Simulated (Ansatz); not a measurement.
LiCl (rock salt), frozen-phonon scan

LiCl (rock salt)

```
CELL_PARAMETERS angstrom
      0.00000     5.15039     5.15039
      2.57520     2.57520     5.15039
      2.57520     2.57520     0.00000
ATOMIC_POSITIONS crystal
  Cl 0.00000 0.00000 0.00000
  Cl 0.50000 0.00000 0.00000
  Li 0.00000 0.50000 0.50000
  Li 0.50000 0.50000 0.50000
```

The atoms are displaced by Q × the pattern below (from a DFPT mode at X = (0.5, 0.5, 0.0), largest move 1; Q in Å), at fixed cell. (q is in reciprocal vectors of the primitive cell; the cell shown is doubled to hold the pattern.)

```json
[
 {"atom": "Cl1", "x": "0.000", "y": "0.000", "z": "0.011"},
 {"atom": "Cl2", "x": "0.000", "y": "0.000", "z": "-0.011"},
 {"atom": "Li3", "x": "0.000", "y": "0.000", "z": "1.000"},
 {"atom": "Li4", "x": "0.000", "y": "0.000", "z": "-1.000"}
]
```

The numbers are results of PBE (plane waves to 420 eV, PAW, scalar-relativistic; Ansatz, an electronic-structure program), not measurements. k mesh 11×11×11 (Γ-centred), Fermi-Dirac smearing 0.05 eV. Energies are smeared free energies. Stress and pressure are positive under compression. LiCl was relaxed with its symmetry unable to fall. The zero of ΔE is the undisplaced structure.

| Q (Å) | ΔE (meV/cell) | P (GPa) | −dE/dQ from forces (eV/Å) |
|---|---|---|---|
| -0.280 | 107.4 | 0.96 | 0.910 |
| -0.233 | 70.4 | 0.65 | 0.685 |
| -0.187 | 42.9 | 0.40 | 0.500 |
| -0.140 | 23.2 | 0.22 | 0.348 |
| -0.093 | 10.0 | 0.10 | 0.219 |
| -0.047 | 2.5 | 0.02 | 0.106 |
| 0.000 | 0.0 | 0.00 | 0.000 |
| 0.047 | 2.5 | 0.02 | -0.106 |
| 0.093 | 10.0 | 0.10 | -0.219 |
| 0.140 | 23.2 | 0.22 | -0.348 |
| 0.187 | 42.9 | 0.40 | -0.500 |
| 0.233 | 70.4 | 0.65 | -0.685 |
| 0.280 | 107.4 | 0.96 | -0.910 |

Summary:

The energy at Q = 0.280 Å comes out as 107.4 meV/cell. Space group of the distorted cell: P4/nmm (No. 129), lowered from Fm-3m. Symmetry of the curve: even: the same for both signs. Shape of the curve: a single well with its minimum at or next to zero displacement. Harmonic wavenumber from the curvature (finite differences): 209 cm⁻¹. Wavenumber by perturbation theory (DFPT, on another k mesh): 209 cm⁻¹.

(For displaced atoms, the force is minus the slope of the energy, and its curvature is a force constant, which sets phonon frequencies.)
